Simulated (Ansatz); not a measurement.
AuCu3-type EuFe3

Method: PBE, scalar-relativistic; collinear spin; PAW, 420 eV, 8×8×8 k-mesh, Gaussian smearing of 0.05 eV; code Ansatz; PAW files: Ansatz's generated set soft_2.

```cif
data_structure
_symmetry_space_group_name_H-M 'Pm-3m'
_symmetry_Int_Tables_number 221
_cell_length_a 3.9628
_cell_length_b 3.9628
_cell_length_c 3.9628
_cell_angle_alpha 90.000
_cell_angle_beta 90.000
_cell_angle_gamma 90.000
_cell_volume 62.23
loop_
_atom_site_label
_atom_site_type_symbol
_atom_site_symmetry_multiplicity
_atom_site_Wyckoff_symbol
_atom_site_fract_x
_atom_site_fract_y
_atom_site_fract_z
_atom_site_occupancy
Eu1 Eu 1 a 0.00000 0.00000 0.00000 1
Fe1 Fe 3 c 0.00000 0.50000 0.50000 1
```

The start was a prototype's sites filled with these elements, not a measured cell.

Magnetic state: ferrimagnetic, site spin moments Eu 6.50; Fe -2.46 μB.

The cell above was scaled in volume, its shape and atoms being fixed by the lattice's symmetry. Energies are counted from the cell above.

Cell and atoms are those of this level's equilibrium.

```
V (Å³/atom)  ΔE (meV/atom)  P from the stress (GPa)
     14.702          14.45                     5.88
     14.936           7.25                     4.05
     15.247           1.60                     1.84
     15.558           0.00                    -0.01
     15.869           1.50                    -1.52
     16.181           5.84                    -3.00
     16.647          17.52                    -4.99
     17.114          34.62                    -6.71
```

Do the energies and the pressures agree? Compare −ΔE/ΔV between neighbouring points (1 meV/Å³ = 0.1602 GPa) with the mean of their pressures.

```tsv
interval (Å³/atom)	−ΔE/ΔV (GPa)	mean P (GPa)
14.70 to 14.94	4.9	5.0
14.94 to 15.25	2.9	2.9
15.25 to 15.56	0.8	0.9
15.56 to 15.87	-0.8	-0.8
15.87 to 16.18	-2.2	-2.3
16.18 to 16.65	-4.0	-4.0
16.65 to 17.11	-5.9	-5.8
```
They differ by 0.09 GPa at most.

What do the two routes give for V0, B0 and B0′?

A third-order Birch–Murnaghan fit of the energies: V0 = 15.57 Å³/atom, B0 = 87 GPa, B0′ = 4.6. A polynomial of P in ln V, with B = −dP/d ln V at P = 0: V0 = 15.56 Å³/atom, B0 = 86 GPa, B0′ = 5.9. The two B0′ disagree, so these points don't fix it: the range is narrow, and mesh and smearing noise enter a third derivative strongly.

The largest spin moment goes from 6.45 to 6.58 μB along the curve.

B0·V0 = 86.5 GPa × 15.57 Å³ = 8.41 eV/atom sets the scale: near the minimum ΔE ≈ ½ B0 V0 x², with x = V/V0 − 1, and a pressure of 0.9 GPa squeezes the volume by about 1 %. At the ends of the curve: x = −5.6 % predicts 13.0 meV/atom and the run gives 14.5; x = +9.9 % predicts 41.4 meV/atom and the run gives 34.6. The lopsidedness is anharmonic: atoms resist being pushed together more than being pulled apart.

The moment grows with the volume: wider spacing narrows the bands, and exchange then polarises them more fully.

Without a U the 4f levels of Eu lie too near the Fermi level, so their share of the states there, and what hangs on it, is overstated. No spin–orbit coupling, a notable omission for heavy elements. Site moments are of spin, integrated over atomic spheres. The run is a metal.
